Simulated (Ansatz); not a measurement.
Se (trigonal-Se type, space group P3_121)

```
Se
1.0
    4.52968     0.00000     0.00000
   -2.26484     3.92282     0.00000
    0.00000     0.00000     5.04289
Se
3
Direct
  0.21840   0.00000   0.83333
  0.00000   0.21840   0.16667
  0.78160   0.78160   0.50000
```

Scan: atom 2 (Se, nearest neighbour Se at 2.400 Å; its periodic images, 4.5 Å or more away, move with it) is displaced along Cartesian x, direction (1.000, 0.000, 0.000) in Cartesian axes, by s. The other atoms stay.

Calculation: PBE (plane waves to 420 eV, PAW, scalar-relativistic; Ansatz, a quantum-chemistry and plane-wave program). k mesh 7×7×5 (Γ-centred), Fermi-Dirac smearing 0.05 eV. The energy includes the smearing's −TS. As the smearing reaches across the gap at some points, energies and forces of such displacements shift with the k mesh and the smearing. Se was relaxed with its symmetry unable to fall. ΔE is measured from the undisplaced structure. The last digit holds for this mesh only.

```json
[
 {"s (Å)": "-0.480", "ΔE (meV/cell)": "390.5"},
 {"s (Å)": "-0.384", "ΔE (meV/cell)": "261.9"},
 {"s (Å)": "-0.288", "ΔE (meV/cell)": "withheld"},
 {"s (Å)": "-0.192", "ΔE (meV/cell)": "70.0"},
 {"s (Å)": "-0.096", "ΔE (meV/cell)": "18.0"},
 {"s (Å)": "0.000", "ΔE (meV/cell)": "0.0"},
 {"s (Å)": "0.096", "ΔE (meV/cell)": "18.7"},
 {"s (Å)": "0.192", "ΔE (meV/cell)": "76.3"},
 {"s (Å)": "0.288", "ΔE (meV/cell)": "174.4"},
 {"s (Å)": "0.384", "ΔE (meV/cell)": "313.7"},
 {"s (Å)": "0.480", "ΔE (meV/cell)": "493.8"}
]
```

Q: Fit a polynomial form (powers 2, 3, 4) to the given rows and predict ΔE at s = -0.288.

A: Least squares on the 10 given rows: ΔE = (2003)·s² + (464.7)·s³ + (-363.7)·s⁴, in meV/cell with s in Å; root-mean-square residual 0.31 meV/cell. At -0.288 the fit gives 152.5 meV/cell; the calculation gives 152.7 meV/cell, so the interpolation is off by -0.2 (-0.1 %). The quadratic term alone would give 166.1 meV/cell.

(A displaced cell: forces are minus the slopes of the energy, force constants its curvatures, and phonons follow from these.)
